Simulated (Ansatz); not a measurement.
ZnS:
```xyz
2
Lattice="0.0000 2.6945 2.6945 2.6945 0.0000 2.6945 2.6945 2.6945 0.0000" Properties=species:S:1:pos:R:3 pbc="T T T"
S      4.0418     4.0418     4.0418
Zn     0.0000     0.0000     0.0000
```

Cartesian axes are those of the cell as given.

Q: Give the high-frequency dielectric tensor and the Born effective charge tensors of the independent atoms from DFPT, DFT-r²SCAN in the program Ansatz with PAW potentials.

A: 
ε∞:
```
5.43  0.00  0.00
0.00  5.43  0.00
0.00  0.00  5.43
```
Z* of atom 1 (S), rows: field, columns: displacement, in e:
```
-1.99   0.00   0.00
 0.00  -1.99   0.00
 0.00   0.00  -1.99
```
Z* of atom 2 (Zn), rows: field, columns: displacement, in e:
```
1.99  0.00  0.00
0.00  1.99  0.00
0.00  0.00  1.99
```

Static charges for comparison (Bader): S1 -0.96, Zn2 +0.96 e. Born charges measure polarisation by displacement and can exceed these by far.

Space group F-43m (zinc blende). Symmetry was held in the r²SCAN relaxation; phonons on a q-mesh show no instability.

Potentials: the later of the program's two PAW sets.
